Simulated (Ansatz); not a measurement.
AgW (L1₀ or tetragonal B2, P4/mmm), a = b = 2.666 Å, c = 4.554 Å, α = β = γ = 90.00°.

Relaxed with r²SCAN.

Task: Tabulate the valence density and the electron localisation function along the shortest W–W contact (2.67 Å), the program Ansatz at the r²SCAN level (PAW).

Result: 

| distance from W (Å) | density (e/Å³) | ELF |
|---|---|---|
| 0.27 | 5.03 | 0.27 |
| 0.40 | 5.37 | 0.59 |
| 0.53 | 4.62 | 0.74 |
| 0.67 | 3.25 | 0.73 |
| 0.80 | 1.94 | 0.63 |
| 0.93 | 1.08 | 0.46 |
| 1.07 | 0.68 | 0.38 |
| 1.20 | 0.53 | 0.40 |
| 1.33 | 0.49 | 0.42 |
| 1.47 | 0.53 | 0.40 |
| 1.60 | 0.68 | 0.38 |
| 1.73 | 1.08 | 0.46 |
| 1.87 | 1.94 | 0.63 |
| 2.00 | 3.25 | 0.73 |
| 2.13 | 4.62 | 0.74 |
| 2.27 | 5.37 | 0.59 |
| 2.40 | 5.03 | 0.27 |

The density is the valence pseudo-density with augmentation charge, so density and ELF within about 1 Å of a nucleus are not all-electron values.

The start of the workflow was typed in or built on a structure type; neither database checked (COD, Materials Project) lists it. Whether it is the stable phase at ambient conditions was not checked. The r²SCAN relaxation kept the symmetry of its start. At this level the phase is mechanically unstable. The run is not spin-polarised. Its formation energy is positive at this level, so the cell may be metastable or incomplete. Axis ratios of metals converge slowly with the k-mesh, so a and c are less sure than the volume. Scalar-relativistic: spin–orbit coupling is off unless named, which matters more the heavier the elements.

Potentials: the later of the program's two PAW sets.
